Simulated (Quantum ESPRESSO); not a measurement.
# Where does O sit best among S sites?

These are calculations, not measurements. They come from pw.x of Quantum ESPRESSO 7.5, a plane-wave density functional program, with PseudoDojo standard norm-conserving files (v0.5 for PBE, v0.4.1 for LDA and PBEsol). The cells are made up: elements, strain and atom displacements were drawn at random, and nothing was relaxed. There is no spin polarisation, spin-orbit coupling or dispersion term.

The cell has 8 sites of a wurtzite lattice (rectangular cell). Sites 1 to 4 hold Zn Zn Zn Zn; sites 5 to 8 hold X X X X. Cell vectors in Å: (3.956, 0.000, 0.000); (0.000, 6.852, 0.000); (0.000, 0.000, 6.460). Settings: PBE, cutoff 1143 eV, 5 x 4 x 4 k mesh shifted by half a step, Fermi-Dirac smearing of 0.025 eV.

In each run one of the sites marked X holds O and the others hold S; cell and positions stay the same. E is the free energy of the cell.

```
site of the guest  first shell  mean distance (Å)  E above the lowest (eV)  P (GPa)  force on the guest (eV/Å)
                5          Zn4              2.476                    0.537    -6.49                      0.389
                6          Zn4              2.445                    0.363    -6.93                      0.810
                7          Zn4              2.388                    0.000    -7.65                      0.456
                8          Zn4              2.407                    0.129    -7.42                      0.292
```

A rerun of one of these cells at 1437 eV and k mesh 7 x 6 x 6 moved values by no more than 0.004 eV in the cell's energy, 0.04 GPa in stress and 0.002 eV/Å in force.

## Reading the table

Site 7 is lowest, by 0.129 eV, over three times the rerun's bound. A straight line of energy against the mean distance has a slope of 6.1 ± 0.2 eV/Å, so the guest costs less on the tighter sites. The positions are random and not relaxed, so the differences hold for this frozen cell and are not site preferences of a real crystal.